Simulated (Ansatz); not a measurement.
Q: Bi (A7 (α-As type), R-3m) is relaxed with the program Ansatz at the PBE level (PAW). What lattice parameters of the conventional cell result?

A: a = 4.582 Å, c = 12.166 Å.

Q: Give the free coordinates with the occupied sites.

A: In one choice of origin and axes:

```csv
atom,site,symmetry,x,y,z
Bi,6c,3m,0.0000,0.0000,0.2336
```

The cell was relaxed with PBE under the symmetry of its start. Axis ratios of metals converge slowly with the k-mesh, so a and c are less sure than the volume. Scalar-relativistic: spin–orbit coupling is off unless named, which matters more the heavier the elements.

Potentials: the later of the program's two PAW sets.
